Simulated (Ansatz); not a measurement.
MgCO₃ in space group R-3c (No. 167; Mg on 6b, C on 6a, O on 18e) at seven volumes, plane-wave PAW PBEsol (Ansatz code), shape and atoms relaxed at each. One row is withheld.

```json
[
 {"V (Å³/atom)": "8.475", "P (GPa)": "12.58"},
 {"V (Å³/atom)": "8.754", "P (GPa)": "7.65"},
 {"V (Å³/atom)": "9.034", "P (GPa)": "3.49"},
 {"V (Å³/atom)": "9.313", "P (GPa)": "0.01"},
 {"V (Å³/atom)": "9.593", "P (GPa)": "?"},
 {"V (Å³/atom)": "9.872", "P (GPa)": "-5.41"},
 {"V (Å³/atom)": "10.151", "P (GPa)": "-7.50"}
]
```

Task: Fit the shown pressures and predict the withheld one.

Result: P = (3/2)B₀(x^(7/2) − x^(5/2))[1 + (3/4)(B′ − 4)(x − 1)] with x = (V₀/V)^(2/3). Least squares on the six rows gives V₀ = 9.314 Å³/atom, B₀ = 107 GPa, B′ = 4.72. At V = 9.593, x = 0.9805 and P = -2.95 GPa. The run itself gave -2.94 GPa.

The first step of the workflow began from a Materials Project structure, measured or hypothetical; the Crystallography Open Database files this formula in space group No. 167, but the cells were not matched. Its standing as an ambient phase is unchecked. The PBEsol relaxation kept the symmetry of its start; its stability against distortions is not shown here.

Potentials: the later of the program's two PAW sets.
